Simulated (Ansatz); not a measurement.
**Bi2Se3 — quadrupolar parameters**

The cell is an entry of the Crystallography Open Database (COD), ions relaxed with PBE at fixed cell.

```yaml
crystal:
  lattice:
    - [2.07150, 1.19598, 9.54533]
    - [-2.07150, 1.19598, 9.54533]
    - [0.00000, -2.39196, 9.54533]
  atoms:
    - { symbol: Bi, position: [0.40061, 0.40061, 0.40061] }
    - { symbol: Bi, position: [0.59939, 0.59939, 0.59939] }
    - { symbol: Se, position: [0.00000, 0.00000, 0.00000] }
    - { symbol: Se, position: [0.21115, 0.21115, 0.21115] }
    - { symbol: Se, position: [0.78885, 0.78885, 0.78885] }
```

Atoms are numbered from 1 in the order listed; like atoms form one site, named after its first atom.

Computed with Ansatz: DFT, PBE, plane waves and PAW, scalar-relativistic, 420 eV cutoff, Γ-centred 9×9×9 k-points, Fermi–Dirac smearing 0.02 eV.

Conventions: |V_zz| ≥ |V_yy| ≥ |V_xx|, η = (V_xx − V_yy)/V_zz, C_Q = eQV_zz/h.

Bi-209: I = 9/2, Q = -516.0 mb. Quadrupole moments are those of Pyykkö's year-2017 table.

Task: Give the quadrupolar parameters of the distinct sites.

Result: 

```json
{"site": "Bi", "atoms (order as listed)": "1, 2", "first shell": "6 Se at 2.86–3.07 Å", "V_zz (10²¹ V/m²)": "0.67", "η": "0.00", "C_Q (MHz)": "-8.35"}
{"site": "Se3", "atoms (order as listed)": "3", "first shell": "6 Bi at 3.07 Å", "V_zz (10²¹ V/m²)": "7.30", "η": "0.00", "C_Q (MHz)": "–"}
{"site": "Se4", "atoms (order as listed)": "4, 5", "first shell": "3 Bi at 2.86 Å", "V_zz (10²¹ V/m²)": "-1.25", "η": "0.00", "C_Q (MHz)": "–"}
```

An axis of threefold or higher order runs through Bi, Se3 and Se4, so V_zz lies along it and η is zero.

Se has no stable isotope with a ground-state quadrupole moment in the table, so no C_Q is given.

Spin–orbit coupling is left out, which shifts gradients on Bi by a few per cent in wide-gap crystals, and can shift them far more where the calculated gap is small or absent, as here. With a gap of 0.2 eV on this mesh, small gradients can still move by 0.1 × 10²¹ V/m² or more as the k-mesh gets denser.
